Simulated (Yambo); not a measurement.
```
BeTe
1.0
    0.00000     2.83142     2.83142
    2.83142     0.00000     2.83142
    2.83142     2.83142     0.00000
Be Te
1 1
Direct
  0.00000   0.00000   0.00000
  0.25000   0.25000   0.25000
```

Workflow: PBE (stringent potentials; Quantum ESPRESSO, PseudoDojo norm-conserving, 107 Ry, without SOC), then G0W0 in Yambo (4×4×4 Γ-centred k mesh, bands 6 to 200 and a 15 Ry block in the screening, 200 bands in G with the Bruneval-Gonze terminator, plasmon pole fitted at 27.2 eV).

### Question
Give the PBE and G0W0 gaps between the band edges found on this mesh, and say where the edges lie.

### Answer
Edges: Γ → X. PBE: 2.03 eV; G0W0: 2.90 eV. Convergence of the G0W0 settings was not tested. Spin-orbit coupling is left out, which matters for elements this heavy: edges can move by tenths of an eV.

Geometry strained from the cell relaxed with PBEsol, atoms relaxed again.
